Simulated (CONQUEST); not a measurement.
A self-consistent single point of BaTiO₃ (P4/mmm, 5 atoms in the cell; from Materials Project mp-2998, changed as shown).

```xyz
5
Lattice="3.9857 0.0000 0.0000 0.0000 4.0670 0.0000 0.0000 0.0000 4.0670" Properties=species:S:1:pos:R:3 pbc="T T T"
Ba     1.9928     2.0335     2.0335
Ti     0.0000     0.0000     0.0000
O      1.9928     0.0000     0.0000
O      0.0000     2.0335     0.0000
O      0.0000     0.0000     2.0335
```

Method: CONQUEST 1.3 with LDA (PW92), numerical atomic orbitals double-zeta with polarisation (the shipped basis), PseudoDojo norm-conserving potentials made for LDA.

CONQUEST settings:

```
key                                             value
---------------------  ------------------------------
basis                                             DZP
Diag.MPMeshX, Y, Z                              6 6 6
potentials             PseudoDojo norm-conserving LDA
Grid.GridCutoff                                140 Ha
DM.SolutionMethod                              diagon
Diag.kT                                   0.000735 Ha
Diag.GammaCentred                                true
minE.SCTolerance                              1.0e-06
SC.MaxIters                                       100
SC.LinearMixingFactor                             0.5
AtomMove.TypeOfRun                             static
```

Results:

- Number of valence electrons = 40
- Number of bands = 72
- Number of k-points after the program's reduction = 154
- Size of the basis = 72
- Number of SCF iterations = 10
- FFT grid = 48 × 48 × 48
- Free energy E − TS = -3737.6219 eV
- Top of the valence band (on the code's own zero) = -10.02 eV
- Gap on the k-point mesh = 1.50 eV
- Pressure = -11.29 GPa

Stress (GPa, positive for compression):
```
 -8.34    0.00    0.00
  0.00  -12.76    0.00
  0.00    0.00  -12.76
```

Gaps are taken between levels on the mesh.

For comparison: a first run was changed to give this one (lattice vector a scaled by 0.98), and from it to this one the free energy goes down by 19.7 meV/atom, the pressure goes from -14.49 to -11.29 GPa and the gap on the mesh hardly changes (1.503 to 1.501 eV).

The program uses no crystal symmetry, so grid and mesh can part values that symmetry would make equal. The atom-centred basis is finite, which shifts total energies, pressures and gaps against plane waves. The structure comes from a collection of computed structures, made at another level of theory; the collection holds predicted forms beside known ones. Its lattice was then scaled.

Cost on one core: very roughly 7 core-minutes.
